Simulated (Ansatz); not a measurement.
CsCaBr3:
```
CsCaBr3
1.0
    5.70826     0.00000     0.00000
    0.00000     5.70826     0.00000
    0.00000     0.00000     5.70826
Cs Ca Br
1 1 3
Direct
  0.00000   0.00000   0.00000
  0.50000   0.50000   0.50000
  0.50000   0.00000   0.50000
  0.00000   0.50000   0.50000
  0.50000   0.50000   0.00000
```

Tensor components refer to the Cartesian frame of this cell.

Problem. Give the high-frequency dielectric tensor and the Born effective charge tensors of the independent atoms from DFPT, r²SCAN in the plane-wave PAW code Ansatz.

Solution. 
ε∞:
```
2.87  0.00  0.00
0.00  2.87  0.00
0.00  0.00  2.87
```
Z* of atom 1 (Cs), rows: field, columns: displacement, in e:
```
1.31  0.00  0.00
0.00  1.31  0.00
0.00  0.00  1.31
```
Z* of atom 2 (Ca), rows: field, columns: displacement, in e:
```
2.44  0.00  0.00
0.00  2.44  0.00
0.00  0.00  2.44
```
Z* of atom 3 (Br), rows: field, columns: displacement, in e:
```
-0.89   0.00   0.00
 0.00  -1.97   0.00
 0.00   0.00  -0.89
```

Static charges for comparison (Bader): Cs1 +0.88, Ca2 +1.56, Br3 -0.82 e. Born charges measure polarisation by displacement and can exceed these by far.

Space group Pm-3m (cubic perovskite). The first step of the workflow began from a Materials Project structure, measured or hypothetical; the Crystallography Open Database copy checked does not list it. Whether it is the stable phase at ambient conditions was not checked. The r²SCAN relaxation kept the symmetry of its start; phonons on a q-mesh show weakly imaginary modes. Spin–orbit coupling is left out wherever it is not named.

Potentials: the later of the program's two PAW sets.
